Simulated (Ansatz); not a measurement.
Method: DFT PBE, scalar-relativistic, plane waves, PAW in Ansatz. All cells share a 420 eV cutoff and Γ-centred k meshes spaced at most about 0.3 Å⁻¹ (2π included). No spin polarisation in the final relaxations.

These are static total energies at zero pressure. All come from trial cells, and lower structures may exist.

**Question.** Order these relaxed structures of Sn3GeO4 by energy, lowest first, with the energy over the lowest of them.
A.

Space group P1 (No. 1). a = 5.177 Å, b = 5.549 Å, c = 5.768 Å, α = 92.17°, β = 90.23°, γ = 90.81°
```json
{"atom": "Sn", "site": "1a", "symmetry": "1", "x": "0.9433", "y": "0.5452", "z": "0.2212"}
{"atom": "Sn", "site": "1a", "symmetry": "1", "x": "0.4483", "y": "0.9781", "z": "0.2166"}
{"atom": "Sn", "site": "1a", "symmetry": "1", "x": "0.4396", "y": "0.4550", "z": "0.7730"}
{"atom": "Ge", "site": "1a", "symmetry": "1", "x": "0.9403", "y": "0.0409", "z": "0.8009"}
{"atom": "O", "site": "1a", "symmetry": "1", "x": "0.8062", "y": "0.3511", "z": "0.9109"}
{"atom": "O", "site": "1a", "symmetry": "1", "x": "0.3195", "y": "0.6264", "z": "0.0952"}
{"atom": "O", "site": "1a", "symmetry": "1", "x": "0.8179", "y": "0.8795", "z": "0.0743"}
{"atom": "O", "site": "1a", "symmetry": "1", "x": "0.2849", "y": "0.1239", "z": "0.9079"}
```

B.

Space group P4mm (No. 99). a = 5.382 Å, b = 5.382 Å, c = 4.967 Å, α = 90.00°, β = 90.00°, γ = 90.00°
```tsv
atom	site	symmetry	x	y	z
Sn	2c	2mm.	0.0000	0.5000	0.2330
Sn	1b	4mm	0.5000	0.5000	0.7568
Ge	1a	4mm	0.0000	0.0000	0.7986
O	4d	..m	0.7546	0.2454	0.9946
```

**Answer.** A (0 meV/atom), B (35 meV/atom). Forms: A P1; B P4mm. Counting O atoms around Ge and Sn (those within 1.25 times the shortest such distance or 1.15 times the sum of covalent radii): A has Sn 3, Ge 3; B has Sn 4, Ge 4.

Weakly bound directions are ill-defined at this level, which has no dispersion term (P1, P4mm), and this can change margins and order among such cells. Cells relaxed within their symmetry can be saddle points. The P1 cell of Sn3GeO4 came from shaking the P4mm one. Some structure types and database cells were kept out of the candidates from the start, so a known form may be missing.
